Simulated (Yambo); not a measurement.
Yambo run on ZnS (zinc blende, space group F-43m, No. 216). The wavefunctions are PBEsol (pw.x of Quantum ESPRESSO, ONCV potentials, without SOC) ones on a 4×4×4 mesh (13 occupied bands); a = b = c = 3.787 Å, α = β = γ = 60.00°.

Yambo input:

```
rim_cut
gw0
dyson
el_el_corr
HF_and_locXC
ppa
em1d
RandQpts= 1000000
RandGvec= 1 Ry
EXXRLvcs= 84 Ry
VXCRLvcs= 336 Ry
Chimod= "HARTREE"
% BndsRnXp
 5 | 116 |
%
NGsBlkXp= 5 Ry
% LongDrXp
 1.0 | 1.0 | 1.0 |
%
PPAPntXp= 27.2114 eV
% GbndRnge
 1 | 116 |
%
GTermKind= "none"
DysSolver= "n"
ExtendOut
% QPkrange
 1 | 1 | 13 | 14 |
%
```

k points by index: 1 = Γ.

Table of the .qp output:

```
#    K-point    Band    Eo [eV]    E [eV]    E-Eo [eV]    Vxc [eV]    Vnlxc [eV]    Sc|Eo [eV]    Sc|E [eV]    dSc/dw|Eo [eV]    Re(Z)    Im(Z)
#
    1    13    0.000000    -0.835743    -0.835743    -16.85350    -20.20903    2.302699    2.519787    -7.067509    0.793821    -0.001257
    1    14    2.090788    2.544268    0.453481    -11.60754    -7.154438    -3.896966    -3.999621    -6.158506    0.815446    -0.001179
```
(The two width columns are left out.) Convergence of these settings isn't established.

Geometry relaxed with PBEsol.
